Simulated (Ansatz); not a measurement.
C:
```xyz
6
Lattice="2.6004 0.0000 0.0000 0.0000 2.6004 0.0000 0.0000 0.0000 5.9875" Properties=species:S:1:pos:R:3 pbc="T T T"
C      0.0000     0.0000     4.4906
C      0.0000     0.0000     1.4969
C      1.3002     0.0000     5.3182
C      1.3002     0.0000     0.6693
C      0.0000     1.3002     2.3245
C      0.0000     1.3002     3.6630
```

Relaxed with PBE. Special points in fractions of this cell's reciprocal vectors: Γ (0.000, 0.000, 0.000); X (0.000, 0.500, 0.000); M (0.500, 0.500, 0.000); Z (0.000, 0.000, 0.500); R (0.000, 0.500, 0.500); A (0.500, 0.500, 0.500).

Q: List the band energies nearest the Fermi level at these points for plane-wave PAW PBE (Ansatz code).

A: In eV from the Fermi level; about four levels below and three above (degenerate sets whole), none deeper than 8.9 eV; points with the same levels are listed once.

| k | below | above |
|---|---|---|
| Γ | -4.46 -4.46 -2.77 -0.60 -0.60 | 3.19 4.19 5.41 |
| X | -5.33 -3.95 -3.32 -0.26 | 1.19 5.24 6.28 |
| M | -6.90 -4.89 -3.97 -2.33 | 4.27 6.43 6.65 6.65 |
| Z | -5.14 -5.14 -4.75 -4.75 | 0.77 0.77 3.57 3.57 |
| R | -5.14 -3.64 -3.38 -0.26 | 2.24 5.20 6.48 |
| A | -7.07 -7.07 -5.99 -5.99 | 1.14 1.14 5.32 5.32 |

Space group P4_2/mmc. The start of the workflow was typed in or built on a structure type; neither database checked (COD, Materials Project) lists it. It is not the phase usual at ambient conditions (space group No. 194, 227). The cell was relaxed with PBE under the symmetry of its start; its stability against distortions is not shown here.

Potentials: the earlier of the program's two PAW sets.
